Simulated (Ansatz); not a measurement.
## BSe2 — 11B NMR of the central transition

Cell: a computed structure from the Materials Project (it need not be an observed phase), atoms as given.

Space group P2_1/c (No. 14); a = 7.4224, b = 11.2570, c = 8.4157 Å, β = 117.83°.

```
site  Wyckoff  site symmetry       x       y       z
  B1       4e              1  0.3224  0.3666  0.2318
  B5       4e              1  0.5158  0.1328  0.2517
 Se9       4e              1  0.2543  0.5353  0.2230
Se13       4e              1  0.5764  0.3022  0.2588
Se17       4e              1  0.2573  0.0780  0.2236
Se21       4e              1  0.1043  0.2640  0.2103
```

One atom of each set is listed.

Method: Kohn–Sham DFT in Ansatz, r2SCAN, plane waves and PAW, scalar-relativistic, 500 eV cutoff, Γ-centred 5×3×4 k-points, Fermi–Dirac smearing 0.05 eV.

11B has I = 3/2 and Q = 40.59 mb (Pyykkö 2018); at 18.8 T its Larmor frequency is ν₀ = 256.9 MHz. Only the quadrupole interaction is simulated: positions count from each site's isotropic chemical shift, and J coupling is left out, as are shift anisotropy and dipolar coupling, which fast spinning averages.

Q: Simulate the second-order pattern (fast magic-angle spinning, Gaussian broadening 0.04 kHz) of site B5 (3 Se at 1.92–1.96 Å).

A: The calculation gives C_Q = 1.87 MHz and η = 0.10, so ν_Q = 0.936 MHz and the centre of gravity lies at -1.33 ppm (-0.342 kHz).

```json
{"offset (kHz)": "-0.8901", "height": "0"}
{"offset (kHz)": "-0.8631", "height": "2"}
{"offset (kHz)": "-0.8361", "height": "5"}
{"offset (kHz)": "-0.8091", "height": "6"}
{"offset (kHz)": "-0.7821", "height": "7"}
{"offset (kHz)": "-0.7551", "height": "7"}
{"offset (kHz)": "-0.7281", "height": "7"}
{"offset (kHz)": "-0.7011", "height": "7"}
{"offset (kHz)": "-0.6741", "height": "7"}
{"offset (kHz)": "-0.6471", "height": "8"}
{"offset (kHz)": "-0.6202", "height": "8"}
{"offset (kHz)": "-0.5932", "height": "9"}
{"offset (kHz)": "-0.5662", "height": "25"}
{"offset (kHz)": "-0.5392", "height": "64"}
{"offset (kHz)": "-0.5122", "height": "86"}
{"offset (kHz)": "-0.4852", "height": "71"}
{"offset (kHz)": "-0.4582", "height": "57"}
{"offset (kHz)": "-0.4312", "height": "51"}
{"offset (kHz)": "-0.4042", "height": "48"}
{"offset (kHz)": "-0.3772", "height": "47"}
{"offset (kHz)": "-0.3502", "height": "47"}
{"offset (kHz)": "-0.3233", "height": "47"}
{"offset (kHz)": "-0.2963", "height": "48"}
{"offset (kHz)": "-0.2693", "height": "50"}
{"offset (kHz)": "-0.2423", "height": "54"}
{"offset (kHz)": "-0.2153", "height": "60"}
{"offset (kHz)": "-0.1883", "height": "73"}
{"offset (kHz)": "-0.1613", "height": "97"}
{"offset (kHz)": "-0.1343", "height": "100"}
{"offset (kHz)": "-0.1073", "height": "57"}
{"offset (kHz)": "-0.0803", "height": "12"}
{"offset (kHz)": "-0.0533", "height": "1"}
```

At B5 V_zz stands upright on the plane through its three neighbours (within 1°).
